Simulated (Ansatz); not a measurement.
Relaxed-ion elastic tensor of Nb (bcc (W type), Im-3m) in GPa (Voigt order), DFT-PBE in the program Ansatz with PAW potentials; density 8.52 g/cm³, 18.11 Å³ per atom.

```
     1    2    3     4     5     6
-  ---  ---  ---  ----  ----  ----
1  245  133  133   0.0   0.0   0.0
2  133  245  133   0.0   0.0   0.0
3  133  133  245   0.0   0.0   0.0
4  0.0  0.0  0.0  16.3   0.0   0.0
5  0.0  0.0  0.0   0.0  16.3   0.0
6  0.0  0.0  0.0   0.0   0.0  16.3
```

Problem. Is the crystal mechanically stable?

Solution. Yes: the smallest eigenvalue of C is 16.3 GPa.

Problem. Work out the Voigt, Reuss and Hill averages.

Solution. K_V = 171, K_R = 171, K_H = 171; G_V = 32.2, G_R = 22.7, G_H = 27.5 GPa.

Problem. Give Young's modulus, Poisson's ratio, Pugh's ratio and the universal anisotropy index.

Solution. E = 9KG/(3K + G) = 78.2 GPa; ν = 0.42; K/G = 6.21 (ductile by the Pugh limit of 1.75); A_U = 5G_V/G_R + K_V/K_R − 6 = 2.07.

Problem. Estimate the sound speeds and the Debye temperature.

Solution. v_l = √((K + 4G/3)/ρ) = 4930 m/s, v_t = √(G/ρ) = 1800 m/s, mean 2040 m/s; Θ = (h/k)(3n/4πV)^(1/3) v_m = 231 K.

Problem. Give the Zener ratio and Young's modulus along [100], [110] and [111].

Solution. A = 2C44/(C11 − C12) = 0.29; 1/E = S11 − 2(S11 − S12 − S44/2)Γ with Γ = 0, 1/4, 1/3 gives 151, 57.2, 47.4 GPa.

Problem. Solve the Christoffel equation for the three sound speeds along [100], [110], [111].

Solution. Eigenvalues of C_ijkl n_j n_l equal ρv². In km/s, slowest first: [100] 1.38, 1.38, 5.37; [110] 1.38, 2.56, 4.91; [111] 2.24, 2.24, 4.75.

The cell was relaxed with PBE under the symmetry of its start. No spin polarisation was allowed. As this level gives no gap, shear constants depend on the k-mesh and smearing (Fermi–Dirac, 0.1 eV here). On the denser mesh and wider smearing of the elastic run this cell carries a stress of 0.4 GPa.

Potentials: the later of the program's two PAW sets.
